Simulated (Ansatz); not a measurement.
**Notes on a calculation: Ga (alpha)**

**The experiment.** The Crystallography Open Database holds a cell as deposited of orthorhombic Ga (space group Cmce), temperature not stated (1963): axes, shortest first, 4.511, 4.517, 7.645 Å, 19.47 Å³/atom.

Method: LDA, scalar-relativistic; no spin polarisation; PAW, 420 eV, Γ-centred 12×12×10 mesh, 0.05 eV Gaussian smearing; code Ansatz. The datasets are Ansatz's generated set soft_2.

The start, 1 % over the database's volume:

```yaml
crystal:
  lattice:
    - [2.26150, -3.83050, 0.00000]
    - [2.26150, 3.83050, 0.00000]
    - [0.00000, 0.00000, 4.52400]
  atoms:
    - { symbol: Ga, position: [0.34510, 0.65490, 0.58100] }
    - { symbol: Ga, position: [0.65490, 0.34510, 0.41900] }
    - { symbol: Ga, position: [0.84510, 0.15490, 0.91900] }
    - { symbol: Ga, position: [0.15490, 0.84510, 0.08100] }
```

The runs in order:

```
run  level    k-mesh                    kind  V (Å³/atom)  P (GPa)  E − E(final) (meV/atom)  gap on the mesh (eV)
  1    LDA  12×12×10  cell and atoms relaxed        18.36      0.0                      0.0                 metal
```

The cell is relaxed to zero pressure at this level.

The final structure (symmetry read at 0.01 Å). Symmetry: Cmce, No. 64, orthorhombic system. Conventional cell: a = 4.414 Å, b = 7.494 Å, c = 4.440 Å, α = 90.00°, β = 90.00°, γ = 90.00°. Ga (site symmetry m) is surrounded by 7 Ga at 2.45 to 2.72 Å. (Neighbours are counted to 15 % beyond the shortest distance.)

| atom | site | symmetry | x | y | z |
| --- | --- | --- | --- | --- | --- |
| Ga | 8f | m.. | 0.5000 | 0.1560 | 0.5841 |

- At the final geometry the gap, band path included, is zero (metallic).
- The runs in the table took roughly 4 core-minutes.

**Comparison.** The computed cell (4.414, 4.440, 7.494 Å, 18.36 Å³/atom) differs from the database's by −5.7 % in volume, about −1.9 % in length. LDA overbinds and usually gives cells that are too small. The database's entry may also be off.
